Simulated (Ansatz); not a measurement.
ZrSi₂ in space group Cmcm (No. 63; Si on 4c, Si on 4c, Zr on 4c) at seven volumes, the program Ansatz at the LDA level (PAW), shape and atoms relaxed at each. One row is withheld.

| V (Å³/atom) | P (GPa) |
|---|---|
| 14.582 | 15.62 |
| 15.062 | 9.62 |
| 15.543 | 4.45 |
| 16.024 | 0.00 |
| 16.504 | -3.84 |
| 16.985 | -7.18 |
| 17.466 | ? |

Question: Fit the shown pressures and predict the withheld one.

Answer: Third-order Birch–Murnaghan: P = (3/2)B₀(x^(7/2) − x^(5/2))[1 + (3/4)(B′ − 4)(x − 1)] with x = (V₀/V)^(2/3). Least squares on the six rows gives V₀ = 16.023 Å³/atom, B₀ = 137.9 GPa, B′ = 3.89. At V = 17.466, x = 0.9441 and P = -10.06 GPa. The run itself gave -10.03 GPa.

The LDA relaxation kept the symmetry of its start. No spin polarisation was allowed.

Potentials: the later of the program's two PAW sets.
